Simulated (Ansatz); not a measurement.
HfRu (CsCl type, Pm-3m) at seven volumes, r²SCAN in the plane-wave PAW code Ansatz, scaled uniformly. One row is withheld.

```json
[
 {"V (Å³/atom)": "15.336", "P (GPa)": "23.66"},
 {"V (Å³/atom)": "15.841", "P (GPa)": "14.58"},
 {"V (Å³/atom)": "16.347", "P (GPa)": "6.75"},
 {"V (Å³/atom)": "16.852", "P (GPa)": "0.00"},
 {"V (Å³/atom)": "17.358", "P (GPa)": "?"},
 {"V (Å³/atom)": "17.864", "P (GPa)": "-10.64"},
 {"V (Å³/atom)": "18.369", "P (GPa)": "-14.88"}
]
```

Question: Fit the shown pressures and predict the withheld one.

Answer: P = (3/2)B₀(x^(7/2) − x^(5/2))[1 + (3/4)(B′ − 4)(x − 1)] with x = (V₀/V)^(2/3). Least squares on the six rows gives V₀ = 16.855 Å³/atom, B₀ = 206 GPa, B′ = 4.10. At V = 17.358, x = 0.9806 and P = -5.70 GPa. The run itself gave -5.73 GPa.

The workflow started from an entry of the Crystallography Open Database (COD). Its standing as an ambient phase is unchecked. The cell was relaxed with r²SCAN under the symmetry of its start; its stability against distortions is not shown here. The run is not spin-polarised. Spin–orbit coupling is left out wherever it is not named.

Potentials: the later of the program's two PAW sets.
